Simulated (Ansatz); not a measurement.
According to PBE in the plane-wave PAW code Ansatz, Ru in the diamond structure (Fd-3m) relaxes to a = 5.454 Å. Ru has 4 nearest neighbours from 2.36 Å (tetrahedral).

Electronic character: metallic (no gap). Gap from PBE with spin–orbit coupling: none (metallic). The magnetic state found is non-magnetic (starting moments vanished).

The bulk modulus is 163 GPa.

The start of the workflow was typed in or built on a structure type; neither database checked (COD, Materials Project) lists it. It is not the phase usual at ambient conditions (space group No. 194). The PBE relaxation kept the symmetry of its start; its stability against distortions is not shown here. The workflow began spin-polarised and lost its moments. Spin–orbit coupling is left out wherever it is not named.

Potentials: the later of the program's two PAW sets.
